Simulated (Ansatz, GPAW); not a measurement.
This is a calculation of Ta4NiO11 for Ansatz 0.2.0. The cell comes from a database or a generator and needn't be the stable form of this composition.

The input input.yaml:

```yaml
crystal:
  lattice:
    - [1.95495, -14.82973, 0.0]
    - [1.95495, 14.82973, 0.0]
    - [0.0, 0.0, 3.8859]
  atoms:
    - { symbol: Ta, position: [0.20437, 0.79563, 0.0] }
    - { symbol: Ta, position: [0.92451, 0.07549, 0.0] }
    - { symbol: Ta, position: [0.07549, 0.92451, 0.0] }
    - { symbol: Ta, position: [0.79563, 0.20437, 0.0] }
    - { symbol: Ni, position: [0.5, 0.5, 0.0], spin: 1.0 }
    - { symbol: O, position: [0.13987, 0.86013, 0.0] }
    - { symbol: O, position: [0.72107, 0.27893, 0.0] }
    - { symbol: O, position: [0.43645, 0.56355, 0.0] }
    - { symbol: O, position: [0.56355, 0.43645, 0.0] }
    - { symbol: O, position: [0.0, 0.0, 0.0] }
    - { symbol: O, position: [0.86013, 0.13987, 0.0] }
    - { symbol: O, position: [0.27893, 0.72107, 0.0] }
    - { symbol: O, position: [0.9279, 0.0721, 0.5] }
    - { symbol: O, position: [0.0721, 0.9279, 0.5] }
    - { symbol: O, position: [0.79436, 0.20564, 0.5] }
    - { symbol: O, position: [0.20564, 0.79436, 0.5] }
kpoints:
  mp_grid: { grid: [7, 7, 7] }
scf:
  occupations: { method: fermi_dirac, width: 0.05 }
hamiltonian:
  xc: pbe
  pseudopotentials: { kind: all_electron, lapw: { basis_error: 0.003 } }
magnetization:
  spin_polarized: true
output:
  forces: true
  stress: true
  eigenvalues: true
  populations: true
```

Potentials or basis: all-electron LAPW, scalar-relativistic.

Run with:

```sh
$ ansatz run input.yaml --threads 8 --pin off --max-ram 24576MiB --backend cpu --events-out ev --progress --plain --runs-dir out
```

Q: Translate it to GPAW 26.7.0 (ASE script). Potentials or basis there: GPAW PAW data sets (gpaw-data 1.2.1), cutoff 800 eV.

A: As run (cutoffs and basis follow the program's own potentials, and thresholds, step limits or extra output files can differ):

run.py

```python
from ase import Atoms
from ase.dft.bandgap import bandgap
from ase.io import write
from ase.units import Bohr, GPa
from ase.parallel import parprint
from gpaw import GPAW, PW
from gpaw.elf import elf_from_dft_calculation

atoms = Atoms(['Ta', 'Ta', 'Ta', 'Ta', 'Ni', 'O', 'O', 'O', 'O', 'O', 'O', 'O', 'O', 'O', 'O', 'O'],
              cell=[[1.95495, -14.82973, 0.0],
                    [1.95495, 14.82973, 0.0],
                    [0.0, 0.0, 3.8859]],
              scaled_positions=[[0.20437, 0.79563, 0.0],
                                [0.92451, 0.07549, 0.0],
                                [0.07549, 0.92451, 0.0],
                                [0.79563, 0.20437, 0.0],
                                [0.5, 0.5, 0.0],
                                [0.13987, 0.86013, 0.0],
                                [0.72107, 0.27893, 0.0],
                                [0.43645, 0.56355, 0.0],
                                [0.56355, 0.43645, 0.0],
                                [0.0, 0.0, 0.0],
                                [0.86013, 0.13987, 0.0],
                                [0.27893, 0.72107, 0.0],
                                [0.9279, 0.0721, 0.5],
                                [0.0721, 0.9279, 0.5],
                                [0.79436, 0.20564, 0.5],
                                [0.20564, 0.79436, 0.5]],
              pbc=True)
atoms.set_initial_magnetic_moments([0.0, 0.0, 0.0, 0.0, 1.0, 0.0, 0.0, 0.0, 0.0, 0.0, 0.0, 0.0, 0.0, 0.0, 0.0, 0.0])

calc = GPAW(mode=PW(800),
            xc='PBE',
            kpts={'size': (7, 7, 7), 'gamma': True},
            occupations={'name': 'fermi-dirac', 'width': 0.05},
            nbands=112,
            convergence={'density': 1e-05, 'energy': 1e-05},
            maxiter=150,
            txt='gpaw.txt')
atoms.calc = calc
energy = atoms.get_potential_energy()
forces = atoms.get_forces()
stress = atoms.get_stress()
calc.write('gs.gpw')
write('result.traj', atoms)
parprint(f'Energy: {energy:.6f} eV')
parprint('Forces (eV/A):')
parprint(forces.round(4))
parprint('Stress (GPa):', (stress / GPa).round(3))
parprint('Moments:', calc.get_magnetic_moments().round(3))
parprint('Fermi level:', round(calc.get_fermi_level(), 4), 'eV')
parprint(f'Gap: {bandgap(calc)[0]:.4f} eV, direct: {bandgap(calc, direct=True)[0]:.4f} eV')

# fields on the real-space grid
write('density.cube', atoms, data=calc.get_pseudo_density() * Bohr**3)
write('potential.cube', atoms, data=calc.get_electrostatic_potential())
write('spin.cube', atoms, data=(calc.get_pseudo_density(spin=0) - calc.get_pseudo_density(spin=1)) * Bohr**3)
write('elf.cube', atoms, data=elf_from_dft_calculation(calc).data)
```

Potentials or basis: GPAW PAW data sets (gpaw-data 1.2.1), pw.

Run with:

```sh
$ OMP_NUM_THREADS=1 mpirun -n 4 gpaw python run.py
```

Both were run:

|  | Ansatz | GPAW |
| --- | --- | --- |
| Pressure | 0.2 GPa | 1.3 GPa |
| Net moment | 0.85 μB per cell | 0.85 μB per cell |

Where Ansatz's input types no cutoff or centring, it takes its own default and a Γ-centred mesh.

The magnetic state is the one that the start led to; the real crystal's order can differ.

Pressure is positive in compression.
